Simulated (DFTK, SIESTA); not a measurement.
Given: the input of a run of SIESTA 5.4.2 on HPbNO4. The cell comes from a database or a generator and needn't be the stable form of this composition.

The input HPbNO4.fdf:

```
SystemName                      HPbNO4
SystemLabel                     HPbNO4
NumberOfSpecies                 4
NumberOfAtoms                   7
%block ChemicalSpeciesLabel
  1   1 H
  2  82 Pb
  3   7 N
  4   8 O
%endblock ChemicalSpeciesLabel

LatticeConstant                 1.0 Ang
%block LatticeVectors
     4.2753100000    -0.0004000000     0.0063600000
    -2.0839900000     5.2077500000    -0.0490700000
    -2.1237700000    -1.8657400000     4.9149100000
%endblock LatticeVectors
AtomicCoordinatesFormat         Fractional
%block AtomicCoordinatesAndAtomicSpecies
     0.9907300000     0.0333000000     0.9099400000  1  H
     0.5027400000     0.8198900000     0.1428700000  2  Pb
     0.0083800000     0.4740800000     0.5026500000  3  N
     0.9981600000     0.9274100000     0.0287700000  4  O
     0.1946700000     0.7343500000     0.6085200000  4  O
     0.8167300000     0.3588200000     0.2455600000  4  O
     0.0138100000     0.3312100000     0.6521700000  4  O
%endblock AtomicCoordinatesAndAtomicSpecies

%block kgrid.MonkhorstPack
    8   0   0  0.0
    0   6   0  0.0
    0   0   6  0.0
%endblock kgrid.MonkhorstPack
XC.Functional                   GGA
XC.Authors                      PBE
PAO.BasisSize                   DZP
PAO.EnergyShift                 0.003 Ry
Mesh.Cutoff                     800 Ry
OccupationFunction              FD
ElectronicTemperature           0.05 eV
MaxSCFIterations                120
SCF.MustConverge                false
SCF.Mixer.Method                Pulay
SCF.Mixer.Weight                0.25
SCF.Mixer.History               8
SCF.DM.Tolerance                5.0e-05
SCF.H.Tolerance                 1.0e-03 eV
WriteForces                     true
Charge.Mulliken                 end
Charge.Hirshfeld                end
Charge.Voronoi                  end
SaveRho                         true
SaveElectrostaticPotential      true
%block PAO.Basis
  Pb 4
  n=6 0 2
    6.167 0.000
  n=6 1 2
    8.915 0.000
  n=5 2 2
    4.155 0.000
  n=6 2 1
    8.915
%endblock PAO.Basis
Diag.ParallelOverK              true
```

Potentials or basis: PseudoDojo 0.4 standard (PBE files), converted to PSML, two zetas on semicore shells, DZP (energy shift 0.003 Ry; two zetas on semicore shells).

Command:

```sh
$ mpirun -n 4 siesta HPbNO4.fdf > HPbNO4.out 2>&1
```

Question: What does the same run look like in DFTK 0.8.2? Potentials or basis there: PseudoDojo SR PBE 0.4.1 standard (PBE), cutoff 1143 eV.

Answer: As run (cutoffs and basis follow the program's own potentials, and thresholds, step limits or extra output files can differ):

The input run.jl:

```julia
using DFTK
using PseudoPotentialData
using Unitful, UnitfulAtomic
using LinearAlgebra, Printf
include("save.jl")
setup_threading()

# lattice vectors are the columns
lattice = austrip(1u"Å") * [       4.27531       -2.08399       -2.12377;
                  -0.0004        5.20775       -1.86574;
                  0.00636       -0.04907        4.91491]
symbols   = [:H, :Pb, :N, :O, :O, :O, :O]
positions = [[0.99073, 0.0333, 0.90994],
             [0.50274, 0.81989, 0.14287],
             [0.00838, 0.47408, 0.50265],
             [0.99816, 0.92741, 0.02877],
             [0.19467, 0.73435, 0.60852],
             [0.81673, 0.35882, 0.24556],
             [0.01381, 0.33121, 0.65217]]
pseudopotentials = PseudoFamily("dojo.nc.sr.pbe.v0_4_1.standard.upf")
elements = Dict(s => ElementPsp(s, pseudopotentials) for s in unique(symbols))
atoms    = [elements[s] for s in symbols]

build_model(lattice, positions; symmetries=true) =
    model_DFT(lattice, atoms, positions;
              functionals=PBE(),
              temperature=austrip(0.05u"eV"),
              smearing=Smearing.FermiDirac(),
              symmetries)
Ecut  = 42.0  # hartree
kgrid = [8, 6, 6]
tol   = 1e-6
to_GPa = ustrip(uconvert(u"GPa", 1u"hartree/bohr^3"))

model = build_model(lattice, positions)
basis = PlaneWaveBasis(model; Ecut, kgrid)
display(basis)
scfres = self_consistent_field(basis;
                               tol,
                               nbandsalg=AdaptiveBands(model; n_bands_converge=28))
display(scfres.energies)
@printf "Fermi level: %.6f eV\n" ustrip(auconvert(u"eV", something(scfres.εF, NaN)))
forces = compute_forces_cart(scfres)
println("Forces (eV/Å)")
for (s, f) in zip(symbols, forces)
    @printf "%-3s %12.6f %12.6f %12.6f\n" s ustrip.(auconvert.(u"eV/Å", f))...
end
stress = compute_stresses_cart(scfres)
println("Stress (GPa)")
display(round.(stress * to_GPa; digits=4))
println("Levels at the first k-point (eV): ", round.(ustrip.(auconvert.(u"eV", scfres.eigenvalues[1][1:scfres.n_bands_converge])); digits=4))
save_scf!(scfres; forces, stress)
```

Potentials or basis: dojo.nc.sr.pbe.v0_4_1.standard.upf (PBE).

Command:

```bash
$ julia --threads=4 run.jl  # save.jl only writes the numbers to a file and isn't shown; printed stress counts tension as positive; times include loading and compiling
```

Both were run:

|  | SIESTA | DFTK |
| --- | --- | --- |
| Pressure | 2.7 GPa | 0.0 GPa |

Pressure is positive in compression.
